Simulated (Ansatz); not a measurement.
# A plane-wave run on LaTiN2

Input file of Ansatz 0.2.0:

```yaml
crystal:
  lattice:
    - [0.0, 4.672641, 0.0]
    - [4.672641, 0.0, 0.0]
    - [2.336321, 2.336321, -5.876372]
  atoms:
    - { symbol: La, position: [0.625, 0.375, 0.25] }
    - { symbol: La, position: [0.375, 0.625, 0.75] }
    - { symbol: Ti, position: [0.875, 0.125, 0.75] }
    - { symbol: Ti, position: [0.125, 0.875, 0.25] }
    - { symbol: "N", position: [0.33425, 0.08425, 0.8315] }
    - { symbol: "N", position: [0.08425, 0.33425, 0.3315] }
    - { symbol: "N", position: [0.66575, 0.91575, 0.1685] }
    - { symbol: "N", position: [0.91575, 0.66575, 0.6685] }
  symmetry: { tolerance: 0.0003 }
kpoints:
  mp_grid: { grid: [8, 8, 8], shift: [0, 0, 0] }
  band_path:
    path:
      - [0.0, 0.0, 0.0]
      - [0.5, 0.5, 0.5]
      - [0.5, 0.5, 0.25]
      - [0.0, 0.5, 0.0]
      - [0.0, 0.0, 0.0]
      - [0.0, 0.0, -0.5]
      - [0.0, 0.42096558, -0.28951721]
      - [0.0, 0.57903442, 0.28951721]
      - [0.0, 0.0, 0.0]
      - [0.5, 0.5, 0.5]
      - [0.42096558, 0.57903442, 0.5]
    npoints: 6
magnetization:
  spin_polarized: false
scf:
  occupations: { method: gaussian, width: 0.0909 }
  lower_state_search: "off"
  max_iter: 200
hamiltonian:
  pseudopotentials: { kind: paw }
  xc: pbe
basis:
  ecutwfc: 420
  fft_grid_basis: typed
output:
  forces: true
  stress: true
  eigenvalues: true
  bader: true
  populations: true
  elf: true
  write_potential: true
  volumetric_format: npy
  dos:
    e_range: [-12, 8]
    de: 0.05
    projected: { site_lists: { La: [La], "N": ["N"], Ti: [Ti] } }
checkpoint:
  read: saved_state
```

The run starts from an earlier solution of this cell. 

Parts of the output:

```
SCF iter   1: F=—  Δρ=1.49e-3  dr2=2.78e-3
SCF iter   2: F=—  Δρ=6.74e-4  dr2=5.10e-4
SCF iter   3: F=—  Δρ=1.32e-4  dr2=2.37e-5
SCF iter   4: F=—  Δρ=4.96e-5  dr2=3.36e-6
SCF iter   5: F=—  Δρ=1.49e-5  dr2=3.54e-7
SCF iter   6: F=-19041.7766 eV  Δρ=3.91e-6  dr2=2.36e-8
Free energy (F): -19041.7766 eV
Harris-Foulkes:  -19041.7766 eV  (|F-HF|=8.62e-10)
Internal energy: -19041.7548 eV  (E = F + TS)
E sigma→0 (E₀):  -19041.7657 eV
Entropy (-TS):   -0.0218 eV (-2.724 meV/atom)
Fermi energy:    12.0394 eV
--- Per-component energies (eV) ---
  E_band       = -344.9439
  E_kinetic    = 1433.2552
  E_local      = -3140.3494  (includes V_loc(G=0)·N_el)
  E_nonlocal   = 389.8958
  E_hartree    = 1176.5990
  E_xc         = -712.0714
  E_vxc        = -841.8432  (∫ρ·V_xc dr)
  E_paw        = -13433.2543  (= ΣΔE_a)
  E_vpaw       = -539.1006  (= ΣTr[D̂ρ^β])
  E_aug_tail   = 0.0006  (compensation charges beyond the density's cutoff)
  E_ewald      = -4755.8303
  E_smearing   = -0.0218  (= −TS)
--- Forces (eV/Å), atoms counted from 1 ---
  atom   1  La     0.0000     0.0000     0.0000
  atom   2  La     0.0000     0.0000     0.0000
  atom   3  Ti     0.0000     0.0000     0.0000
  atom   4  Ti     0.0000     0.0000     0.0000
  atom   5  N      0.0000     0.0000    -0.2943
  atom   6  N      0.0000     0.0000    -0.2943
  atom   7  N      0.0000     0.0000     0.2943
  atom   8  N      0.0000     0.0000     0.2943
--- Stress (GPa, compression-positive) ---
       -3.2888       0.0000       0.0000
        0.0000      -3.2888       0.0000
        0.0000       0.0000     -22.5120
  P = ⅓ Tr σ = -9.6965 GPa (-96.965 kbar)
--- Löwdin populations: 8 sites ---
  site symbol       q [e]
     0     La     10.6857
     1     La     10.6857
     2     Ti     10.8482
     3     Ti     10.8482
     4      N      5.6822
     5      N      5.6822
     6      N      5.6822
     7      N      5.6822
  spilling = 0.0031 (of n_electrons = 66.0000)
--- Bader charges: 8 sites ---
  site symbol  charge [e]  shift [e]
     0     La      1.6426     0.0005
     1     La      1.6426     0.0005
     2     Ti      1.6825     0.0000
     3     Ti      1.6825     0.0000
     4      N     -1.6625     0.0003
     5      N     -1.6625     0.0003
     6      N     -1.6625     0.0003
     7      N     -1.6625     0.0003
```

Origin: a known structure type with other elements, at an estimated volume, so it need not be a known compound. Caveats: many states at the Fermi level without spin polarisation, so a magnetic state may lie lower; f levels without a U or exact exchange are poorly placed.
